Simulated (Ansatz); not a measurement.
Input:

ZrIr:
```xyz
2
Lattice="3.0572 0.0000 0.0000 0.0000 3.0572 0.0000 0.0000 0.0000 3.6224" Properties=species:S:1:pos:R:3 pbc="T T T"
Zr     1.5286     1.5286     1.8112
Ir     0.0000     0.0000     0.0000
```

This is the LDA-relaxed structure.

**Question.** All from DFT-LDA in the program Ansatz with PAW potentials, unless another level is named. Give the density of states at the Fermi level.

**Answer.** 0.96 states/eV per atom (mean over ±0.08 eV).

**Question.** Predict the formation energy from the elements (no fitted shifts).

**Answer.** -0.79 eV/atom.

Space group P4/mmm (L1₀ or tetragonal B2). The workflow started from a Materials Project entry (that database holds measured and hypothetical structures alike); the Crystallography Open Database copy checked does not list it. COD files the formula under space group No. 221, so this cell is another polymorph or a model. With Zr and Ir taken as one species the cell has the higher symmetry I4/mmm, so it may be an ordered model of a mixed-site phase. Whether it is the stable phase at ambient conditions was not checked. The LDA relaxation kept the symmetry of its start; of distortions, only those at the zone centre were tested. No spin polarisation was allowed. The references are the lowest solids computed at this level, not always the standard phases. Spin–orbit coupling is left out wherever it is not named.

Potentials: the later of the program's two PAW sets.
